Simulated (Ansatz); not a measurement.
TaAs:
```xyz
4
Lattice="-1.7315 1.7315 5.8683 1.7315 -1.7315 5.8683 1.7315 1.7315 -5.8683" Properties=species:S:1:pos:R:3 pbc="T T T"
Ta     0.0000     1.7315     2.9362
Ta     0.0000     0.0000     0.0020
As     1.7315     0.0000     3.9016
As     0.0000     0.0000     6.8358
```

Relaxed with PBE in the plane-wave PAW code Ansatz. Indices refer to the conventional cell of I4_1md, a = b = 3.4629 Å, c = 11.7367 Å, α = β = γ = 90.00°.

### Question
Simulate the powder diffraction pattern (Cu Kα, λ = 1.54184 Å; lines above 1 %) up to 2θ = 90°.

### Answer
Simulated powder pattern, Cu Kα, λ = 1.54184 Å (kinematic, ideal powder, no thermal factors, no anomalous dispersion; the 30 strongest lines at most, above 1 %, up to 2θ = 90°):

```csv
2θ (°),d (Å),I/Imax (%),hkl
26.84,3.321,37,(101)
30.47,2.934,24,(004)
34.59,2.593,53,(103)
39.89,2.260,100,(112)
46.75,1.943,38,(105)
52.88,1.731,28,(200)
60.28,1.535,8.6,(211)
60.59,1.528,6.5,(116)
61.44,1.509,17,(107)
62.26,1.491,13,(204)
63.40,1.467,3.0,(008)
64.74,1.440,18,(213)
73.22,1.293,20,(215)
78.05,1.224,9.1,(220)
78.35,1.220,5.5,(109)
84.30,1.149,1.8,(301)
85.32,1.138,14,(217)
86.04,1.130,5.7,(224)
87.06,1.119,5.2,(208)
88.27,1.107,4.0,(303)
```

The cell was relaxed with PBE under the symmetry of its start. The run is not spin-polarised. Spin–orbit coupling is left out wherever it is not named.

Potentials: the earlier of the program's two PAW sets.
